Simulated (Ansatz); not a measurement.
**Profile along the Al–Ni line in AlNi (CsCl type)**

AlNi (CsCl type), conventional cell a = b = c = 2.8927 Å, α = β = γ = 90.00°. The calculation uses the primitive cell of 2 atoms, to which meshes and values per cell refer.

Fields along a shortest Al–Ni line of a {110} plane (2.51 Å), from Al to Ni, interpolated on the slice's grid (step about 0.1 Å). Level of theory: PBE (plane waves to 420 eV, PAW, scalar-relativistic; Ansatz, an electronic-structure program). k mesh 16×16×16. Near the nuclei the fields are pseudised (PAW); where an atom keeps semicore shells as valence, they peak there. AlNi is run without spin polarisation. AlNi was relaxed with its symmetry unable to fall. The PAW data are Ansatz's earlier set.

```
distance from Al (Å)  valence electron density (e/Å³)  electron localisation function
--------------------  -------------------------------  ------------------------------
0.00                                             0.05                               x
0.13                                             0.05                               x
0.25                                             0.06                               x
0.38                                             0.07                               x
0.50                                             0.10                            0.05
0.63                                             0.15                            0.15
0.75                                             0.20                            0.32
0.88                                             0.23                            0.46
1.00                                             0.25                            0.52
1.13                                             0.27                            0.49
1.25                                             0.29                            0.40
1.38                                             0.34                            0.28
1.51                                             0.44                            0.21
1.63                                             0.68                            0.19
1.76                                             1.37                            0.21
1.88                                             3.16                            0.29
2.01                                             7.68                            0.48
2.13                                            17.90                               x
2.26                                            35.41                               x
2.38                                            55.11                               x
2.51                                            64.44                               x
```

x: too close to a nucleus for the ELF to mean much.

Density on the Al–Ni line (2.51 Å) at its midpoint: 0.29 e/Å³. ELF at that point: 0.40. ELF maximum in the middle third of the Al–Ni line: 0.52, 1.0 Å from Al.
